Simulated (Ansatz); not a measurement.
An element in the bcc structure gives these cold pressures by all-electron LAPW under PBEsol (Ansatz 0.2.0, scalar-relativistic, no spin polarisation).

```
V (Å³/atom)  P (GPa)
      19.30     0.01
      16.99     7.95
      15.06     20.7
      13.13     44.3
      11.20     89.6
       9.65    156.0
       8.30    254.0
```

Q: Which element is it?

A: Cl. Its zero-pressure volume in this structure is near 19.3 Å³/atom; the volume and the steepness of P(V) together point to it, though neighbours can come close. Neighbours weren't tried against these numbers.
